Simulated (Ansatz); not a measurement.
Ansatz (a first-principles code) input:

Ansatz 0.2 input:
```yaml
crystal:
  lattice:
    - [3.950746855, 0.0, 0.0]
    - [0.0, 3.950746855, 0.0]
    - [0.0, 0.0, 3.950746855]
  atoms:
    - { symbol: Sr, position: [0.5, 0.5, 0.5] }
    - { symbol: Mo, position: [0.0, 0.0, 0.0] }
    - { symbol: O, position: [0.5, 0.0, 0.0] }
    - { symbol: O, position: [0.0, 0.5, 0.0] }
    - { symbol: O, position: [0.0, 0.0, 0.5] }
kpoints:
  mp_grid: { grid: [8, 8, 8] }
  band_path:
    path:
      - [[0.0, 0.0, 0.0], [0.0, 0.5, 0.0], [0.5, 0.5, 0.0], [0.0, 0.0, 0.0], [0.5, 0.5, 0.5], [0.0, 0.5, 0.0]]  # Γ-X-M-Γ-R-X
      - [[0.5, 0.5, 0.5], [0.5, 0.5, 0.0]]  # R-M
    npoints: 12
basis: { xc_grid: 2 }
hamiltonian:
  xc: pbesol
  pseudopotentials: { kind: paw }
magnetization: { noncollinear: true, spin_orbit: true }
scf:
  n_extra_bands: 12
  convergence: { dr2_threshold: 0.0000000001 }
  occupations: { method: gaussian, width: 0.05 }
output: { eigenvalues: true }
```

Output (shortened):

```
Pseudopotential: Sr, paw_fr, valence charge 10
Pseudopotential: Mo, paw_fr, valence charge 14
Pseudopotential: O, paw_fr, valence charge 6
Functional definition: PBEsol
non-collinear run that drives no moment, with spin-orbit …
Crystal: 5 atoms, lattice volume = 61.665 Å³
Basis set: ecut = 420 eV, 1213 PW (Γ), exchange–correlation on 54×54×54 points (8 copies of the dense FFT grid, shifted against one another)
Bands: 54, of which v1, the nominal top of the filled ones, is band 42 counted from 1 (41 counted from 0)
Symmetry: 48 space group operations + 48 with time reversal
k-points: 35 of 512
Projection manifold: j_resolved (fully-relativistic pseudo-atomic orbitals)
SCF iter   1: F=—  HF=-10080.782860 eV  |F-HF|=—  |Δ(HF+E_count)|=         —  Δρ=8.41e-2  dr2=8.09e0  dr2_m=0.00e0 (ungated)  ethr=3.10e-3  |M|=0.00e0 ∫|m|=0.00e0 μB  |m|>n=0.0e0 m-floor=0.0e0 τ_xc=0.0e0  β_m=0.30  ⟨swp⟩=9.4  Hψ=5290  notcnv=0  defer=4
preconditioner: auto → Kerker (q_TF=auto, 2.559 Å⁻¹)
spin=Noncollinear: Kerker preconditioning applied to the charge; magnetization (m_x, m_y, m_z) channels mix plain (no charge-response kernel on spin).
SCF iter   2: F=—  HF=-10079.673057 eV  |F-HF|=—  |Δ(HF+E_count)|=    1.11e0  Δρ=5.33e-2  dr2=2.91e0  dr2_m=0.00e0 (ungated)  ethr=3.10e-3  |M|=0.00e0 ∫|m|=0.00e0 μB  |m|>n=0.0e0 m-floor=0.0e0 τ_xc=0.0e0  β_m=0.51  ⟨swp⟩=2.8  Hψ=1632  notcnv=0  defer=210
preconditioner: auto → Resta (q_TF=auto, 2.559 Å⁻¹)
spin=Noncollinear: Resta preconditioning applied to the charge; magnetization (m_x, m_y, m_z) channels mix plain (no charge-response kernel on spin).
SCF iter   3: F=—  HF=-10078.916010 eV  |F-HF|=—  |Δ(HF+E_count)|=   7.57e-1  Δρ=1.68e-2  dr2=3.44e-1  dr2_m=0.00e0 (ungated)  ethr=3.10e-3  |M|=0.00e0 ∫|m|=0.00e0 μB  |m|>n=0.0e0 m-floor=0.0e0 τ_xc=0.0e0  β_m=0.61  ⟨swp⟩=3.1  Hψ=1751  notcnv=0  defer=214
SCF iter   4: F=—  HF=-10078.817115 eV  |F-HF|=—  |Δ(HF+E_count)|=   9.89e-2  Δρ=6.50e-3  dr2=2.47e-2  dr2_m=0.00e0 (ungated)  ethr=8.19e-4  |M|=0.00e0 ∫|m|=0.00e0 μB  |m|>n=0.0e0 m-floor=0.0e0 τ_xc=0.0e0  β_m=0.80  ⟨swp⟩=2.6  Hψ=1712  notcnv=0  defer=212
SCF iter   5: F=—  HF=-10078.813573 eV  |F-HF|=—  |Δ(HF+E_count)|=   3.54e-3  Δρ=3.49e-3  dr2=5.28e-3  dr2_m=0.00e0 (ungated)  ethr=5.89e-5  |M|=0.00e0 ∫|m|=0.00e0 μB  |m|>n=0.0e0 m-floor=0.0e0 τ_xc=0.0e0  β_m=0.73  ⟨swp⟩=2.3  Hψ=1613  notcnv=0  defer=208
SCF iter   6: F=—  HF=-10078.812440 eV  |F-HF|=—  |Δ(HF+E_count)|=   1.13e-3  Δρ=5.96e-4  dr2=2.61e-4  dr2_m=0.00e0 (ungated)  ethr=1.26e-5  |M|=0.00e0 ∫|m|=0.00e0 μB  |m|>n=0.0e0 m-floor=0.0e0 τ_xc=0.0e0  β_m=0.86  ⟨swp⟩=2.0  Hψ=1375  notcnv=0  defer=208
SCF iter   7: F=—  HF=-10078.812430 eV  |F-HF|=—  |Δ(HF+E_count)|=   1.05e-5  Δρ=1.41e-4  dr2=1.74e-5  dr2_m=0.00e0 (ungated)  ethr=6.21e-7  |M|=0.00e0 ∫|m|=0.00e0 μB  |m|>n=0.0e0 m-floor=0.0e0 τ_xc=0.0e0  β_m=0.93  ⟨swp⟩=2.7  Hψ=1587  notcnv=0  defer=208
SCF iter   8: F=—  HF=-10078.812426 eV  |F-HF|=—  |Δ(HF+E_count)|=   4.15e-6  Δρ=2.13e-5  dr2=2.46e-7  dr2_m=0.00e0 (ungated)  ethr=4.13e-8  |M|=0.00e0 ∫|m|=0.00e0 μB  |m|>n=0.0e0 m-floor=0.0e0 τ_xc=0.0e0  β_m=0.94  ⟨swp⟩=2.0  Hψ=1390  notcnv=0  defer=208
SCF iter  11: F=-10078.812425 eV  HF=-10078.812425 eV  |F-HF|=3.64e-12  |Δ(HF+E_count)|=  5.09e-11  Δρ=1.03e-7  dr2=6.83e-12  dr2_m=0.00e0 (ungated)  ethr=1.00e-12  |M|=0.00e0 ∫|m|=0.00e0 μB  |m|>n=0.0e0 m-floor=0.0e0 τ_xc=0.0e0  ⟨swp⟩=10.4  Hψ=3263  notcnv=0
SCF 1 converged in 11 iterations: F = -10078.812425 eV  dr2 = 6.83e-12
NSCF: frozen V_eff on 74 k-points
SCF converged after 11 iterations
Magnetization: |M| = 0.0000 μB,  M = (+0.0000, +0.0000, +0.0000) μB
Absolute magnetization: 0.0000 μB (∫|m|)
  site 0: m = (+0.0000, +0.0000, +0.0000) μB, |m| = 0.0000 μB  (R = 1.15 Å)
  site 1: m = (+0.0000, +0.0000, +0.0000) μB, |m| = 0.0000 μB  (R = 0.81 Å)
  site 2: m = (+0.0000, +0.0000, +0.0000) μB, |m| = 0.0000 μB  (R = 0.81 Å)
  site 3: m = (+0.0000, +0.0000, +0.0000) μB, |m| = 0.0000 μB  (R = 0.81 Å)
  site 4: m = (+0.0000, +0.0000, +0.0000) μB, |m| = 0.0000 μB  (R = 0.81 Å)
Free energy (F): -10078.812425 eV
Harris-Foulkes:  -10078.812425 eV  (|F-HF|=3.64e-12)
Internal energy: -10078.811109 eV  (E = F + TS)
E sigma→0 (E₀):  -10078.811767 eV
Entropy (-TS):   -0.001316 eV (-0.263 meV/atom)
Fermi energy:    14.077113 eV
--- Per-component energies (eV) ---
  E_band       = -164.618115
  E_kinetic    = 1213.195185
  E_local      = -2627.680438  (includes V_loc(G=0)·N_el)
  E_nonlocal   = 491.185781
  E_hartree    = 861.982727
  E_xc         = -573.928554
  E_vxc        = -672.363788  (∫ρ·V_xc dr)
  E_paw        = -6246.280752  (= ΣΔE_a)
  E_vpaw       = -292.927686  (= ΣTr[D̂ρ^β])
  E_aug_tail   = 0.007361  (compensation charges beyond the density's cutoff)
  E_ewald      = -3197.743539
  E_core_change = 0.451118  (= ΣΔE_core)
  E_smearing   = -0.001316  (= −TS)
  E_closure    = 0.000000  (closes the sum)
  Σ components = -10078.812425   (vs F -10078.812425, Δ=0.00e0)
  [band-id]    e_kinetic+e_local+e_nonlocal+2·e_hartree+e_vxc+e_vpaw+e_augmentation_tail = -164.618129   (vs E_band -164.618115, Δ=-1.42e-5)
--- Band table (eV; the first three rows and the last of 35) ---
  k-point 0: bands = ["-48.5584", "-48.5584", "-24.4852", "-24.4852", "-22.0117", "-22.0117", "-22.0117", "-22.0117", "-21.8229", "-21.8229", "-6.6522", "-6.6522", "-5.9775", "-5.9775", "-5.9775", "-5.9775", "-4.6235", "-4.6235", "-3.4818", "-3.4818", …
  k-point 1: bands = ["-48.5583", "-48.5583", "-24.4884", "-24.4884", "-22.0296", "-22.0296", "-22.0110", "-22.0110", "-21.8114", "-21.8114", "-6.6531", "-6.6531", "-5.9725", "-5.9725", "-5.9249", "-5.9249", "-4.5854", "-4.5854", "-3.4760", "-3.4760", …
  k-point 2: bands = ["-48.5578", "-48.5578", "-24.4960", "-24.4960", "-22.0672", "-22.0672", "-22.0095", "-22.0095", "-21.7889", "-21.7889", "-6.7269", "-6.7269", "-5.9602", "-5.9602", "-5.6876", "-5.6876", "-4.5128", "-4.5128", "-3.4619", "-3.4619", …
  k-point 34: bands = ["-48.5549", "-48.5549", "-24.5444", "-24.5444", "-22.1046", "-22.1046", "-22.1046", "-22.1046", "-21.7689", "-21.7689", "-5.2766", "-5.2766", "-5.1244", "-5.1244", "-5.1244", "-5.1244", "-4.8467", "-4.8467", "-3.7596", "-3.7596", …
```

Cost: roughly 29 core-seconds on shared cores.

Space group Pm-3m (cubic perovskite). The first step of the workflow began from a Materials Project structure, measured or hypothetical; the Crystallography Open Database copy checked does not list it. Whether it is the stable phase at ambient conditions was not checked. The PBEsol relaxation kept the symmetry of its start; whether a distortion lowers the energy is not shown. The run is not spin-polarised. No Hubbard U is applied.

Potentials: the later of the program's two PAW sets.

Ansatz is a plane-wave DFT program.
